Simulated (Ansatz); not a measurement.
Two inputs for HfO2 with Nb replacing Hf

Cell: a supercell of HfO2 (baddeleyite type, P2_1/c) built from a computed structure from the Materials Project (it need not be an observed phase), with all atoms left at the host's positions.

```
CELL_PARAMETERS angstrom
-0.87617 5.15064 5.20295
4.21801 0.00000 5.20295
5.09418 5.15064 0.00000
ATOMIC_POSITIONS crystal
Nb 0.44492 0.26299 0.01315
Hf 0.94492 0.76299 0.51315
Hf 0.51315 0.27895 0.44492
Hf 0.01315 0.77895 0.94492
Hf 0.05508 0.23701 0.48685
Hf 0.55508 0.73701 0.98685
Hf 0.98685 0.22105 0.05508
Hf 0.48685 0.72105 0.55508
O 0.63655 0.34202 0.10597
O 0.13655 0.84202 0.60597
O 0.10597 0.41545 0.13655
O 0.60597 0.91545 0.63655
O 0.86345 0.15798 0.39403
O 0.36345 0.65798 0.89403
O 0.39403 0.08455 0.36345
O 0.89403 0.58455 0.86345
O 0.30433 0.04193 0.02643
O 0.80433 0.54193 0.52643
O 0.02643 0.12731 0.80433
O 0.52643 0.62731 0.30433
O 0.19567 0.45807 0.47357
O 0.69567 0.95807 0.97357
O 0.47357 0.37269 0.69567
O 0.97357 0.87269 0.19567
```

Sites (sets of like atoms) are named by element and the number of their first atom in this list.

Reference run. Level of theory: DFT, PBE, plane waves and PAW, scalar-relativistic, collinear spin, 420 eV cutoff, Γ-centred 3×3×3 k-points, Fermi–Dirac smearing 0.01 eV (Ansatz 0.2.0). Start moments as typed (μB): 1 on each Nb, none on the rest.

Problem. The input is changed as follows: `kpoints.mp_grid.shift`: not typed → [0.5, 0.5, 0.5]; `magnetization`: {spin_polarized: true} → not typed. What happens to V_zz (10²¹ V/m²) and η?

Solution. 

| site | atom | V_zz reference | η reference | V_zz changed | η changed |
| --- | --- | --- | --- | --- | --- |
| Nb | 1 | 17.45 | 0.80 | 9.43 | 0.78 |
| Hf3 | 3 | 11.92 | 0.32 | 11.62 | 0.35 |
| Hf4 | 4 | 11.98 | 0.02 | 12.23 | 0.05 |
| Hf6 | 6 | 11.73 | 0.14 | 11.71 | 0.16 |
| Hf7 | 7 | 12.13 | 0.11 | 12.08 | 0.07 |
| Hf8 | 8 | 11.22 | 0.21 | 11.59 | 0.19 |
| O9 | 9 | 1.79 | 0.69 | 1.74 | 0.75 |
| O11 | 11 | 2.12 | 0.83 | 2.12 | 0.59 |
| O14 | 14 | -1.40 | 0.69 | -1.27 | 0.83 |
| O17 | 17 | 1.89 | 0.85 | 1.92 | 0.87 |
| O22 | 22 | 2.46 | 0.91 | 2.31 | 0.56 |
| O23 | 23 | 2.46 | 0.95 | 2.54 | 0.39 |

The largest change of V_zz is on Nb, from 17.45 to 9.43. In per cent, |V_zz| changes by -46 on Nb, -3 to +3 on Hf, -6 to +3 on O (all sites that start above 2). Where |V_zz| stays above 0.1, η moves most on O23, from 0.95 to 0.39. The table leaves out 12 of the 24 sites, with |V_zz| up to 12.32; their tensors move by 0.26 at most along any direction. The statements above cover all sites. The gap closes in the changed run, so its gradients also hang on the k-mesh and the smearing. The absolute magnetisation of the cell goes from 1.1 to 0.0 μB. SCF iterations: 18 and 13. In the changed run spin polarisation is off in a crystal that carries moments, so its values aren't converged ones.

On the reference run: The defect repeats with the cell of 24 atoms, so it feels its images: sites between two images don't show the values beside a lone defect, and zeros or small values of η there can come from the images' arrangement. Hf and O carry a gradient in the pure host already, so the values there aren't the defect's effect alone. Without spin–orbit coupling the gradients at and beside Hf can be off by some per cent, at some sites by more. The cell keeps the host's lattice, where the PBE pressure is 8 GPa. The neighbours have not yet relaxed around the defect (largest force 0.76 eV/Å), so a real crystal will differ.
